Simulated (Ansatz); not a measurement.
Mo₂N (anti-anatase)

```yaml
crystal:
  lattice:
    - [-2.12758, 2.12758, 3.96235]
    - [2.12758, -2.12758, 3.96235]
    - [2.12758, 2.12758, -3.96235]
  atoms:
    - { symbol: Mo, position: [0.98639, 0.48639, 0.50000] }
    - { symbol: Mo, position: [0.23639, 0.23639, 0.00000] }
    - { symbol: Mo, position: [0.76361, 0.76361, 0.00000] }
    - { symbol: Mo, position: [0.51361, 0.01361, 0.50000] }
    - { symbol: N, position: [0.25000, 0.75000, 0.50000] }
    - { symbol: N, position: [0.50000, 0.50000, 0.00000] }
```

This relaxed cell (volume V₀) is scaled evenly in all directions, its shape held. The atoms relax within the cell's symmetry.

Method: r2SCAN (plane waves to 500 eV, PAW, scalar-relativistic; Ansatz, a program for electronic structure). k mesh 15×15×15 (Γ-centred), Fermi-Dirac smearing 0.05 eV. Energies are smeared free energies. Stress and pressure are positive under compression. With the shape held, the modulus is that of even scaling; a crystal free to change shape is softer. Mo2N is run without spin polarisation. Mo2N was relaxed with its symmetry unable to fall. The zero of ΔE is the relaxed starting cell. The last digit holds for this mesh only.

```csv
V (Å³/atom),ΔE (meV/atom)
10.044,415.1
10.363,272.8
10.682,165.5
11.001,88.3
11.320,37.3
11.638,8.9
11.957,0.0
12.276,8.0
12.595,withheld
12.914,65.8
13.233,111.6
13.552,166.5
13.870,228.8
```

Task: Fit a third-order Birch-Murnaghan form (E₀, V₀, B₀, B₀′ free) to the given rows and predict ΔE at V = 12.595.

Result: Least squares on the 12 given rows: ΔE = E₀ + (9V₀B₀/16)·y²·[2 + (B₀′ − 4)y], y = (V₀/V)^(2/3) − 1, with V₀ = 11.959 Å³/atom, B₀ = 315.2 GPa (160.2 GPa = 1 eV/Å³; the term in eV is multiplied by 1000), B₀′ = 4.50, E₀ = 0.29 meV/atom; root-mean-square residual 0.30 meV/atom. At 12.595 the fit gives 30.5 meV/atom; the calculation gives 30.7 meV/atom, so the interpolation is off by -0.2 (-0.7 %). For the pressure the fit gives -14.5 GPa against the computed -14.7 GPa.

(Under strain, the slope of the energy per volume gives the stress and its curvature an elastic modulus.)
